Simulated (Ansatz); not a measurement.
## Property card for C

C:
```yaml
crystal:
  lattice:
    - [2.52046, 0.00000, 0.00000]
    - [-1.26023, 2.18278, 0.00000]
    - [0.00000, 0.00000, 12.42891]
  atoms:
    - { symbol: C, position: [0.66667, 0.33333, 0.35491] }
    - { symbol: C, position: [0.33333, 0.66667, 0.64509] }
    - { symbol: C, position: [0.33333, 0.66667, 0.85491] }
    - { symbol: C, position: [0.66667, 0.33333, 0.14509] }
    - { symbol: C, position: [0.66667, 0.33333, 0.02077] }
    - { symbol: C, position: [0.33333, 0.66667, 0.97923] }
    - { symbol: C, position: [0.33333, 0.66667, 0.52077] }
    - { symbol: C, position: [0.66667, 0.33333, 0.47923] }
    - { symbol: C, position: [0.00000, 0.00000, 0.68686] }
    - { symbol: C, position: [0.00000, 0.00000, 0.31314] }
    - { symbol: C, position: [0.00000, 0.00000, 0.18686] }
    - { symbol: C, position: [0.00000, 0.00000, 0.81314] }
```

Space group P6_3/mmc (No. 194); conventional cell a = b = 2.5205 Å, c = 12.4289 Å, α = β = 90.00°, γ = 120.00°.

Method: DFT-PBE in the program Ansatz with PAW potentials. Structure relaxed to zero pressure with the same functional. Other levels are named where they apply.

**Cell and energy**

```json
{
 "volume_per_atom": "5.70 Å³",
 "density": "3.50 g/cm³"
}
```

**Electronic structure**

```json
{
  "band_gap": "4.42 eV (indirect)",
  "valence_band_maximum": "at Γ",
  "conduction_band_minimum": "on the Γ–M line, 73 % of the way from Γ (6 equivalent valleys)",
  "smallest_direct_gap_on_the_standard_path": "5.38 eV",
  "Hole effective mass, band 1 of 2 at the edge": "0.80 along x, 0.69 along z (mₑ)",
  "Hole effective mass, band 2 of 2 at the edge": "0.28 along x, 0.69 along z (mₑ)"
}
```

**Mechanics**

```json
{
  "Bulk modulus (Birch–Murnaghan fit)": "433 GPa",
  "Pressure derivative B′": "3.7"
}
```

The workflow started from a Materials Project entry (that database holds measured and hypothetical structures alike). Its sites differ from those of the usual phase in this space group: another stacking or structure type. The cell was relaxed with PBE under the symmetry of its start; its stability against distortions is not shown here.

Potentials: the later of the program's two PAW sets.
